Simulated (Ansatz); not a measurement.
A relaxation computed with Ansatz, from input to last step.

```yaml
crystal:
  lattice:
    - [5.3071171704, 0.0, 0.0]
    - [0.0, 5.4687120842, 0.0]
    - [0.0, 0.0, 3.5720980955]
  atoms:
    - { symbol: Zn, position: [0.5, 0.5, 0.5] }
    - { symbol: Zn, position: [0.0, 0.0, 0.0] }
    - { symbol: Ga, position: [0.225, 0.825, 0.5] }
    - { symbol: Ga, position: [0.725, 0.675, 0.0] }
    - { symbol: Ga, position: [0.775, 0.175, 0.5] }
    - { symbol: Ga, position: [0.275, 0.325, 0.0] }
basis:
  ecutwfc: 420
kpoints:
  mp_grid: { grid: [4, 4, 6] }
hamiltonian:
  xc: pbe
scf:
  occupations: { method: gaussian, width: 0.1 }
  lower_state_search: "off"
output:
  forces: true
  stress: true
  eigenvalues: true
relax:
  adjacent_minimum: "off"
  f_tol: 0.04
  max_steps: 70
  cell: { stress_tol: 0.4 }
```

```bash
ansatz run input.yaml --threads 1 --pin off --max-ram 2560MiB --backend cpu --events-out ev --progress --plain --runs-dir out
```

Computed with DFT PBE, scalar-relativistic, plane waves, PAW in Ansatz 0.2.0.

Of 19 frames 10 are shown, positions in Å and forces in eV/Å; the SCF threshold varies from step to step. Steps run on the plane waves of an earlier cell, with a Pulay correction in the pressure. The basis is chosen afresh for the last frame, the zero of the energies, and at times for earlier ones too; energy and pressure step there, also at an unchanged geometry. Here that happened at step 16 (-8 meV/atom, 0.8 GPa); the frames before carry an error of that size.

```xyz
6
Lattice="5.3071 0.0000 0.0000 0.0000 5.4687 0.0000 0.0000 0.0000 3.5721" Properties=species:S:1:pos:R:3:forces:R:3 pbc="T T T" step=1 free_energy_over_end_meV_per_atom=400.84 pressure_GPa=17.14
Zn    2.6536    2.7344    1.7860    0.0000    0.0000    0.0000
Zn    0.0000    0.0000    0.0000    0.0000    0.0000    0.0000
Ga    1.1941    4.5117    1.7860    0.5021   -0.0471    0.0000
Ga    3.8477    3.6914    0.0000    0.5021    0.0471    0.0000
Ga    4.1130    0.9570    1.7860   -0.5021    0.0471    0.0000
Ga    1.4595    1.7773    0.0000   -0.5021   -0.0471    0.0000
6
Lattice="5.7861 0.0000 0.0000 0.0000 5.9511 0.0000 0.0000 0.0000 3.6314" Properties=species:S:1:pos:R:3:forces:R:3 pbc="T T T" step=3 free_energy_over_end_meV_per_atom=195.88 pressure_GPa=1.32
Zn    2.8930    2.9755    1.8157    0.0000    0.0000    0.0000
Zn    0.0000    0.0000    0.0000    0.0000    0.0000    0.0000
Ga    1.4459    4.9404    1.8157    0.1326    0.1011    0.0000
Ga    4.3390    3.9862    0.0000    0.1326   -0.1011    0.0000
Ga    4.3401    1.0107    1.8157   -0.1326   -0.1011    0.0000
Ga    1.4471    1.9649    0.0000   -0.1326    0.1011    0.0000
6
Lattice="5.7104 0.0000 0.0000 0.0000 5.8729 0.0000 0.0000 0.0000 3.7501" Properties=species:S:1:pos:R:3:forces:R:3 pbc="T T T" step=5 free_energy_over_end_meV_per_atom=136.90 pressure_GPa=-0.99
Zn    2.8552    2.9364    1.8750    0.0000    0.0000    0.0000
Zn    0.0000    0.0000    0.0000    0.0000    0.0000    0.0000
Ga    1.7104    5.1856    1.8750   -0.2281    0.2414    0.0000
Ga    4.5656    3.6237    0.0000   -0.2281   -0.2414    0.0000
Ga    3.9999    0.6873    1.8750    0.2281   -0.2414    0.0000
Ga    1.1448    2.2492    0.0000    0.2281    0.2414    0.0000
6
Lattice="5.6919 0.0000 0.0000 0.0000 5.7457 0.0000 0.0000 0.0000 3.7390" Properties=species:S:1:pos:R:3:forces:R:3 pbc="T T T" step=7 free_energy_over_end_meV_per_atom=126.85 pressure_GPa=0.19
Zn    2.8460    2.8728    1.8695    0.0000    0.0000    0.0000
Zn    0.0000    0.0000    0.0000    0.0000    0.0000    0.0000
Ga    1.6739    5.1044    1.8695   -0.1063    0.2589    0.0000
Ga    4.5199    3.5141    0.0000   -0.1063   -0.2589    0.0000
Ga    4.0180    0.6412    1.8695    0.1063   -0.2589    0.0000
Ga    1.1721    2.2316    0.0000    0.1063    0.2589    0.0000
6
Lattice="5.8727 0.0000 0.0000 0.0000 5.4128 0.0000 0.0000 0.0000 3.7483" Properties=species:S:1:pos:R:3:forces:R:3 pbc="T T T" step=9 free_energy_over_end_meV_per_atom=97.69 pressure_GPa=0.37
Zn    2.9363    2.7064    1.8741    0.0000    0.0000    0.0000
Zn    0.0000    0.0000    0.0000    0.0000    0.0000    0.0000
Ga    1.6934    5.0064    1.8741    0.0348    0.0907    0.0000
Ga    4.6297    3.1128    0.0000    0.0348   -0.0907    0.0000
Ga    4.1793    0.4064    1.8741   -0.0348   -0.0907    0.0000
Ga    1.2430    2.3000    0.0000   -0.0348    0.0907    0.0000
6
Lattice="6.1338 0.0000 0.0000 0.0000 4.8877 0.0000 0.0000 0.0000 3.8035" Properties=species:S:1:pos:R:3:forces:R:3 pbc="T T T" step=11 free_energy_over_end_meV_per_atom=38.32 pressure_GPa=0.69
Zn    3.0669    2.4438    1.9018    0.0000    0.0000    0.0000
Zn    0.0000    0.0000    0.0000    0.0000    0.0000    0.0000
Ga    1.7490    4.7576    1.9018    0.0301    0.1168    0.0000
Ga    4.8159    2.5739    0.0000    0.0301   -0.1168    0.0000
Ga    4.3848    0.1300    1.9018   -0.0301   -0.1168    0.0000
Ga    1.3179    2.3138    0.0000   -0.0301    0.1168    0.0000
6
Lattice="6.2827 0.0000 0.0000 0.0000 4.4829 0.0000 0.0000 0.0000 3.9815" Properties=species:S:1:pos:R:3:forces:R:3 pbc="T T T" step=13 free_energy_over_end_meV_per_atom=12.47 pressure_GPa=-0.38
Zn    3.1414    2.2414    1.9908    0.0000    0.0000    0.0000
Zn    0.0000    0.0000    0.0000    0.0000    0.0000    0.0000
Ga    1.7147    4.4821    1.9908    0.0398    0.0014    0.0000
Ga    4.8560    2.2422    0.0000    0.0398   -0.0014    0.0000
Ga    4.5681    0.0007    1.9908   -0.0398   -0.0014    0.0000
Ga    1.4267    2.2407    0.0000   -0.0398    0.0014    0.0000
6
Lattice="6.1951 0.0000 0.0000 0.0000 4.5466 0.0000 0.0000 0.0000 3.9768" Properties=species:S:1:pos:R:3:forces:R:3 pbc="T T T" step=15 free_energy_over_end_meV_per_atom=11.37 pressure_GPa=0.08
Zn    3.0975    2.2733    1.9884    0.0000    0.0000    0.0000
Zn    0.0000    0.0000    0.0000    0.0000    0.0000    0.0000
Ga    1.7073    4.5461    1.9884   -0.0156    0.0009    0.0000
Ga    4.8048    2.2738    0.0000   -0.0156   -0.0009    0.0000
Ga    4.4878    0.0005    1.9884    0.0156   -0.0009    0.0000
Ga    1.3902    2.2728    0.0000    0.0156    0.0009    0.0000
6
Lattice="6.2726 0.0000 0.0000 0.0000 4.4999 0.0000 0.0000 0.0000 3.9932" Properties=species:S:1:pos:R:3:forces:R:3 pbc="T T T" step=17 free_energy_over_end_meV_per_atom=0.30 pressure_GPa=0.41
Zn    3.1363    2.2499    1.9966    0.0000    0.0000    0.0000
Zn    0.0000    0.0000    0.0000    0.0000    0.0000    0.0000
Ga    1.7172    4.4998    1.9966    0.0076    0.0001    0.0000
Ga    4.8536    2.2500    0.0000    0.0076   -0.0001    0.0000
Ga    4.5554    0.0001    1.9966   -0.0076   -0.0001    0.0000
Ga    1.4191    2.2499    0.0000   -0.0076    0.0001    0.0000
6
Lattice="6.3042 0.0000 0.0000 0.0000 4.5003 0.0000 0.0000 0.0000 3.9955" Properties=species:S:1:pos:R:3:forces:R:3 pbc="T T T" step=19 free_energy_over_end_meV_per_atom=0.00 pressure_GPa=0.09
Zn    3.1521    2.2501    1.9978    0.0000    0.0000    0.0000
Zn    0.0000    0.0000    0.0000    0.0000    0.0000    0.0000
Ga    1.7276    4.5001    1.9978    0.0064    0.0003    0.0000
Ga    4.8797    2.2503    0.0000    0.0064   -0.0003    0.0000
Ga    4.5766    0.0001    1.9978   -0.0064   -0.0003    0.0000
Ga    1.4245    2.2500    0.0000   -0.0064    0.0003    0.0000
```

The start puts this composition into another compound's structure type, which needn't suit it. At the end the space group is Immm (tolerance 0.05 Å).

The run took 3.8 min on 1 thread of Arm Neoverse V2 (shared host), peak memory 0.47 GiB.

The k mesh is coarse.